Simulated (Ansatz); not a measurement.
The elements of this relaxed trial crystal are hidden behind letters.

```
lattice vectors (Å)
  -1.7268    1.7268   12.4868
   1.7268   -1.7268   12.4868
   1.7268    1.7268  -12.4868
fractional positions
X 0.5974 0.5974 0.0000
X 0.4026 0.4026 0.0000
Z 0.0000 0.0000 0.0000
Z 0.1947 0.1947 0.0000
Z 0.8053 0.8053 0.0000
Q 0.6392 0.1392 0.5000
Q 0.2500 0.7500 0.5000
Q 0.8608 0.3608 0.5000
Q 0.4445 0.9445 0.5000
Q 0.0555 0.5555 0.5000
```

These are results of Ansatz 0.2.0, DFT PBE, scalar-relativistic, plane waves, PAW, not measurements. Settings of the last relaxation (10-atom cell): 420 eV, 16×16×16 k points, Gaussian smearing of 0.10 eV, no spin polarisation.

| Item | Value |
| --- | --- |
| Space group | I-4m2 (No. 119) |
| Conventional cell | a = 3.454 Å, c = 24.974 Å |
| Volume per atom | 14.89 Å³ |
| Density | 6.11 g/cm³ |
| Formation energy | −1.14 eV/atom |
| Gap on the 16×16×16 mesh of the 10-atom cell | 0 eV (the bands meet within 0.015 eV) |

Energies are uncorrected and count from the elements' standard states at the same level.

**Question.** X is a d-block element of period 4, Z is a d-block element of period 5 and Q is a p-block element of period 2. Which elements are they?

**Answer.** X = Zn, Z = Cd, Q = O, so the formula is Zn2Cd3O5. Density times volume gives a mean mass of 6.11 × 14.89/1.6605 = 54.8 u per atom, and this set has 54.8 u. Among the elements that the hints allow, noble gases aside, only these give it. Around Zn lie 4 O at 2.02 Å; around Cd on a site of symmetry -4m2 lie 4 O at 2.21 Å; O on a site of symmetry 2mm has 2 Zn at 2.02 Å and 2 Cd at 2.21 Å; 3 more sites not described.

The zero gap may come from the functional, which often closes small gaps. A later test with randomly moved atoms came back to the same energy, though modes that don't fit the test's cell weren't probed.
